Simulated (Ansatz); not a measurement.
Cs$_{2}$KInF$_{6}$:
```cif
data_Cs8F24In4K4
_chemical_formula_sum 'K4 Cs8 In4 F24'
_space_group_name_H-M_alt 'Fm-3m'
_space_group_IT_number 225
_space_group_name_Hall '-F 4 2 3'
_cell_length_a 9.23712
_cell_length_b 9.23712
_cell_length_c 9.23712
_cell_angle_alpha 90.000
_cell_angle_beta 90.000
_cell_angle_gamma 90.000
loop_
_atom_site_label
_atom_site_type_symbol
_atom_site_symmetry_multiplicity
_atom_site_Wyckoff_symbol
_atom_site_fract_x
_atom_site_fract_y
_atom_site_fract_z
_atom_site_occupancy
K1 K 4 b 0.50000 0.50000 0.50000 1
Cs1 Cs 8 c 0.25000 0.25000 0.25000 1
In1 In 4 a 0.00000 0.00000 0.00000 1
F1 F 24 e 0.00000 0.00000 0.22571 1
```
(The calculation used a cell of 10 atoms; values per cell refer to that cell.)

Relaxed with PBEsol.

Q: Tabulate the valence density and the electron localisation function along the shortest In–F contact (2.08 Å), plane-wave PAW PBEsol (Ansatz code).

A: 

```tsv
distance from In (Å)	density (e/Å³)	ELF
0.21	11.12	0.00
0.31	8.95	0.00
0.42	6.69	0.02
0.52	4.64	0.07
0.63	3.00	0.14
0.73	1.81	0.19
0.83	1.07	0.19
0.94	0.69	0.16
1.04	0.56	0.14
1.15	0.58	0.21
1.25	0.76	0.44
1.36	1.13	0.67
1.46	1.86	0.77
1.56	3.22	0.78
1.67	5.37	0.74
1.77	8.08	0.66
1.88	10.85	0.54
```

The density is the valence pseudo-density with augmentation charge, so density and ELF within about 1 Å of a nucleus are not all-electron values.

The first step of the workflow began from a Materials Project structure, measured or hypothetical; the Crystallography Open Database copy checked does not list it. Whether it is the stable phase at ambient conditions was not checked. Symmetry was held in the PBEsol relaxation; its stability against distortions is not shown here. Spin–orbit coupling is left out wherever it is not named.

Potentials: the later of the program's two PAW sets.
